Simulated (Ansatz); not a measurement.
Nb2AlC in space group P6_3/mmc (No. 194; Al on 2d, Nb on 4f, C on 2a) under volume change, DFT-PBEsol in the program Ansatz with PAW potentials, shape and atoms relaxed at each volume.

```csv
V (Å³/atom),E − E(relaxed) (meV/atom),P (GPa)
13.026,79.4,21.46
13.455,33.3,13.17
13.885,7.8,6.02
14.314,0.0,0.01
14.744,6.7,-4.83
15.173,25.3,-8.97
15.602,54.3,-12.60
```

Problem. What does a third-order Birch–Murnaghan fit give for V₀, B₀ and B′?

Solution. V₀ = 14.32 Å³/atom, B₀ = 180 GPa, B′ = 4.8.

The workflow started from a Materials Project entry (that database holds measured and hypothetical structures alike); the Crystallography Open Database copy checked does not list it. Its standing as an ambient phase is unchecked. The cell was relaxed with PBEsol under the symmetry of its start; of distortions, only those at the zone centre were tested. No spin polarisation was allowed.

Potentials: the later of the program's two PAW sets.
